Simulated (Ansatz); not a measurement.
As₃Ir in space group Im-3 (No. 204; Ir on 8c, As on 24g), LDA (plane waves, PAW; program Ansatz), all energies at zero smearing, with the estimated change up to a 700 eV cutoff added, with one set of potentials and settings (totals compare only within such a set). Cell of 16 atoms (4 Ir, 12 As): -103944.692 eV.

| element | reference phase | E (eV/atom) |
|---|---|---|
| Ir | Fm-3m, 1 atoms in the cell | -11663.3971 |
| As | R-3m, 2 atoms in the cell | -4773.6736 |

Formation energy per atom, worked out: (-103944.692 − 4×(-11663.3971) − 12×(-4773.6736))/16 = -0.439 eV/atom (-42 kJ per mol of atoms), at 0 K, without zero-point energy or fitted corrections.

The workflow started from an entry of the Crystallography Open Database (COD). Whether it is the stable phase at ambient conditions was not checked. The cell was relaxed with LDA under the symmetry of its start; of distortions, only those at the zone centre were tested. The run is not spin-polarised. The references are the lowest solids computed at this level, not always the standard phases. Scalar-relativistic: spin–orbit coupling is off unless named, which matters more the heavier the elements.

Potentials: the later of the program's two PAW sets.
